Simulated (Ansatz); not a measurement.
GeS₂:
```cif
data_Ge2S4
_chemical_formula_sum 'Ge2 S4'
_space_group_name_H-M_alt 'P 1'
_space_group_IT_number 1
_cell_length_a 3.44896
_cell_length_b 3.44896
_cell_length_c 10.46256
_cell_angle_alpha 90.000
_cell_angle_beta 90.000
_cell_angle_gamma 90.000
loop_
_space_group_symop_operation_xyz
  'x, y, z'
loop_
_atom_site_label
_atom_site_type_symbol
_atom_site_fract_x
_atom_site_fract_y
_atom_site_fract_z
_atom_site_occupancy
Ge1 Ge 0.00000 0.00000 0.50000 1
Ge2 Ge 0.50000 0.50000 0.00000 1
S1 S 0.00000 0.50000 0.86481 1
S2 S 0.00000 0.50000 0.36481 1
S3 S 0.50000 0.00000 0.63519 1
S4 S 0.50000 0.00000 0.13519 1
```

Relaxed with LDA.

Question: Which orbitals make up the states near the band edges in plane-wave PAW LDA (Ansatz code)?

Answer: Top 1 eV of the valence band: S 3p 97 %. Bottom 1 eV of the conduction band: S 3p 46 %, Ge 4s 28 %, Ge 4p 12 %, S 3s 7 %, outside the projected shells 8 %. Projections are on Löwdin-orthogonalised atomic valence shells; empty p or d shells of many metals are not among them.

Question: Tabulate the density of states.

Answer: States/eV per cell of 6 atoms, in 0.25 eV bins, energy from the valence-band maximum.

```
E (eV)  total  S 3p  Ge 4p  Ge 4s
------  -----  ----  -----  -----
-7.85    1.32  0.47   0.12   0.43
-7.60    1.16  0.41   0.09   0.37
-7.35    1.18  0.43   0.08   0.37
-7.10    1.36  0.55   0.05   0.38
-6.85    0.93  0.37   0.03   0.25
-6.60    0.56  0.21   0.02   0.15
-6.35    0.44  0.17   0.01   0.11
-6.10    0.25  0.09   0.00   0.06
-5.85    0.14  0.05   0.00   0.04
-5.60    1.47  0.91   0.52   0.01
-5.35    3.47  2.18   1.09   0.04
-5.10    3.39  2.15   0.97   0.05
-4.85    2.25  1.42   0.63   0.03
-4.60    1.93  1.19   0.55   0.02
-4.35    3.43  2.24   0.87   0.03
-4.10    5.25  3.58   1.21   0.05
-3.85    4.55  3.30   0.91   0.05
-3.60    5.10  3.76   1.00   0.06
-3.35    4.96  3.60   1.02   0.04
-3.10    4.39  3.30   0.84   0.03
-2.85    4.35  3.45   0.68   0.02
-2.60    2.74  2.32   0.26   0.02
-2.35    2.83  2.46   0.20   0.02
-2.10    4.23  3.74   0.25   0.04
-1.85    4.55  4.12   0.20   0.03
-1.60    3.78  3.48   0.12   0.02
-1.35    3.13  2.94   0.07   0.01
-1.10    2.99  2.86   0.04   0.01
-0.85    3.30  3.19   0.04   0.00
-0.60    2.96  2.86   0.03   0.00
-0.35    3.03  2.92   0.05   0.00
-0.10    1.95  1.90   0.03   0.00
0.15     0.00  0.00   0.00   0.00
0.40     0.00  0.00   0.00   0.00
0.65     0.00  0.00   0.00   0.00
0.90     0.00  0.00   0.00   0.00
1.15     0.02  0.01   0.00   0.01
1.40     0.38  0.15   0.04   0.12
1.65     1.96  0.87   0.22   0.57
1.90     3.96  1.86   0.48   1.09
2.15     4.63  2.19   0.58   1.25
2.40     3.22  1.46   0.50   0.80
2.65     1.97  0.85   0.39   0.42
2.90     1.76  0.73   0.42   0.32
3.15     1.57  0.56   0.52   0.17
3.40     1.84  0.56   0.77   0.09
3.65     2.96  0.88   1.34   0.09
3.90     5.12  1.54   2.36   0.13
4.15     4.52  1.36   2.08   0.09
4.40     3.11  0.94   1.43   0.05
4.65     4.44  1.30   2.25   0.04
4.90     3.98  1.13   2.09   0.04
5.15     2.38  0.66   1.28   0.02
5.40     4.15  1.19   1.92   0.06
5.65     3.41  0.92   1.53   0.04
```

Space group P4_2/nmc. The workflow started from a Materials Project entry (that database holds measured and hypothetical structures alike); the Crystallography Open Database copy checked does not list it. COD files the formula under space group No. 14, 43, 82, 122, 217. Whether it is the stable phase at ambient conditions was not checked. The cell was relaxed with LDA under the symmetry of its start; whether a distortion lowers the energy is not shown. A crystal of weakly bound layers computed without a dispersion correction: the cell and the soft elastic constants depend strongly on that. Spin–orbit coupling is left out wherever it is not named.

Potentials: the later of the program's two PAW sets.
